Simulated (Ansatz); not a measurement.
CuI:
```xyz
2
Lattice="0.0000 3.0395 3.0395 3.0395 0.0000 3.0395 3.0395 3.0395 0.0000" Properties=species:S:1:pos:R:3 pbc="T T T"
Cu     4.5592     4.5592     4.5592
I      0.0000     0.0000     0.0000
```

Cartesian axes are those of the cell as given.

### Question
Give the high-frequency dielectric tensor and the Born effective charge tensors of the independent atoms from DFPT, the program Ansatz at the PBE level (PAW).

### Answer

ε∞:
```
6.37  0.00  0.00
0.00  6.37  0.00
0.00  0.00  6.37
```
Z* of atom 1 (Cu), rows: field, columns: displacement, in e:
```
1.11  0.00  0.00
0.00  1.11  0.00
0.00  0.00  1.11
```
Z* of atom 2 (I), rows: field, columns: displacement, in e:
```
-1.11   0.00   0.00
 0.00  -1.11   0.00
 0.00   0.00  -1.11
```

Static charges for comparison (Bader): Cu1 +0.31, I2 -0.31 e. Born charges measure polarisation by displacement and can exceed these by far.

Space group F-43m (zinc blende). The PBE relaxation kept the symmetry of its start; phonons on a q-mesh show no instability. No spin polarisation was allowed. Spin–orbit coupling is left out wherever it is not named.

Potentials: the later of the program's two PAW sets.
